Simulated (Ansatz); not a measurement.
InSe (beta-GaS type, space group P6_3/mmc)

```
CELL_PARAMETERS angstrom
      4.03204     0.00000     0.00000
     -2.01602     3.49185     0.00000
      0.00000     0.00000    16.76258
ATOMIC_POSITIONS crystal
  In 0.33333 0.66667 0.66667
  In 0.66667 0.33333 0.16667
  In 0.66667 0.33333 0.33333
  In 0.33333 0.66667 0.83333
  Se 0.33333 0.66667 0.08991
  Se 0.66667 0.33333 0.58991
  Se 0.66667 0.33333 0.91009
  Se 0.33333 0.66667 0.41009
```

The volume is varied about the relaxed value V₀ at fixed cell shape. The atoms relax within the cell's symmetry.

Computed with PBE-D3(BJ) (plane waves to 420 eV, PAW, scalar-relativistic; Ansatz, a program for electronic structure). k mesh 9×9×2 (Γ-centred), Fermi-Dirac smearing 0.05 eV. The energy includes the smearing's −TS. Stress and pressure are positive under compression. InSe was relaxed with its symmetry unable to fall. The PAW data are Ansatz's earlier set. The zero of ΔE is the relaxed starting cell.

Question: Predict the ΔE (eV/atom) and P (GPa) at V/V₀ = 0.900, 0.950, 0.975, 1.025, 1.050, 1.075.

Answer: 
| V/V₀ | ΔE (eV/atom) | P (GPa) |
|---|---|---|
| 0.900 | 0.0327 | 3.98 |
| 0.950 | 0.0072 | 1.66 |
| 0.975 | 0.0017 | 0.76 |
| 1.025 | 0.0015 | -0.61 |
| 1.050 | 0.0057 | -1.18 |
| 1.075 | 0.0122 | -1.63 |

(A scan under strain: stresses follow from slopes of the energy per volume, elastic moduli from its curvatures.)
